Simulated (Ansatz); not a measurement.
Ge$_{2}$Sb$_{2}$Te$_{5}$:
```xyz
9
Lattice="4.2321 0.0000 0.0000 -2.1160 3.6651 0.0000 0.0000 0.0000 16.8726" Properties=species:S:1:pos:R:3 pbc="T T T"
Ge     0.0000     2.4434    15.1732
Ge     2.1160     1.2217     1.6994
Sb     0.0000     0.0000    11.5067
Sb     0.0000     0.0000     5.3659
Te     0.0000     0.0000     0.0000
Te     2.1160     1.2217    13.5112
Te     0.0000     2.4434     3.3614
Te     0.0000     2.4434     9.7797
Te     2.1160     1.2217     7.0929
```

Relaxed with PBE+D3(BJ). Special points in fractions of this cell's reciprocal vectors: Γ (0.000, 0.000, 0.000); M (0.500, 0.000, 0.000); K (0.333, 0.333, 0.000); A (0.000, 0.000, 0.500); L (0.500, 0.000, 0.500); H (0.333, 0.333, 0.500).

### Question
List the band energies nearest the Fermi level at these points for PBE+D3(BJ) with spin–orbit coupling in the plane-wave PAW code Ansatz.

### Answer
In eV from the Fermi level; about four levels below and three above (degenerate sets whole), none deeper than 8.9 eV; points with the same levels are listed once.

```tsv
k	below	above
Γ	-0.77 -0.77 -0.09 -0.09	0.09 0.09 0.33 0.33
M	-1.35 -1.35 -0.79 -0.79	0.33 0.33 0.79 0.79
K	-0.84 -0.84 -0.71 -0.71	0.52 0.52 0.67 0.67
A	-0.62 -0.62 -0.10 -0.10	0.12 0.12 0.16 0.16
L	-1.38 -1.38 -0.51 -0.51	0.20 0.20 0.52 0.52
H	-1.48 -1.48 -1.48 -1.48 -1.41 -1.41	1.44 1.44 1.45 1.45
```

Space group P-3m1. The cell was relaxed with PBE+D3(BJ) under the symmetry of its start.

Potentials: the earlier of the program's two PAW sets.
